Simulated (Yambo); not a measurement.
Absorption of NaBaIrH₆ (space group F-43m, No. 216) with and without the electron-hole interaction (Yambo, PBEsol bands; 6×6×6 mesh, 9 valence and 7 conduction bands, static screening with 65 bands and a 3 Ry block, scissor 1.33 eV, Tamm-Dancoff; field along x).

```tsv
E (eV)	Im ε, BSE	Im ε, independent quasiparticles
2.56	0.09	0.05
2.66	0.10	0.05
2.76	0.11	0.06
2.86	0.12	0.06
2.96	0.13	0.06
3.07	0.14	0.07
3.17	0.15	0.07
3.27	0.17	0.07
3.37	0.19	0.08
3.47	0.21	0.08
3.57	0.24	0.09
3.67	0.27	0.10
3.77	0.32	0.10
3.87	0.39	0.11
3.97	0.49	0.12
4.07	0.64	0.14
4.17	0.88	0.15
4.27	1.25	0.17
4.37	1.64	0.19
4.47	2.13	0.23
4.57	2.97	0.28
4.67	3.95	0.36
4.77	4.13	0.47
4.87	4.74	0.61
4.97	5.12	0.74
5.08	4.78	0.89
5.18	5.50	1.04
5.28	5.75	1.33
5.38	5.24	1.75
5.48	5.41	1.91
5.58	5.95	2.22
5.68	5.87	2.55
5.78	5.27	2.56
5.88	5.11	2.46
5.98	4.93	2.48
6.08	5.15	3.11
6.18	6.23	4.06
6.28	7.63	5.28
6.38	8.48	5.77
6.48	8.15	5.10
6.58	7.35	4.73
6.68	6.66	4.99
6.78	5.84	5.27
6.88	4.85	5.72
6.98	4.68	6.23
7.09	4.40	6.26
7.19	4.24	5.98
7.29	3.82	6.19
7.39	3.18	6.71
7.49	2.55	6.94
7.59	2.12	6.99
7.69	1.82	7.59
7.79	1.79	7.95
7.89	1.66	7.96
7.99	1.71	7.01
8.09	1.59	5.52
8.19	1.57	4.44
8.29	1.51	4.00
8.39	1.60	3.64
8.49	1.66	3.34
8.59	1.82	3.13
8.69	1.84	2.93
8.79	1.66	2.75
8.89	1.57	2.65
8.99	1.58	2.65
9.10	1.74	2.57
```

The scissor comes from a G0W0 run whose convergence isn't established. Broadening 0.15 eV. The band window holds all transitions up to 9.1 eV. Fine structure above the onset can come from the mesh.

Spin-orbit coupling is left out, which matters for elements this heavy: edges can move by tenths of an eV.

Geometry of the Materials Project entry, not relaxed at this level; primitive cell a = 5.547 Å, b = 5.547 Å, c = 5.547 Å, α = 60.00°, β = 60.00°, γ = 60.00°.

The structure is a Materials Project entry; no match was found in the copy of COD used, and its stability was not checked.
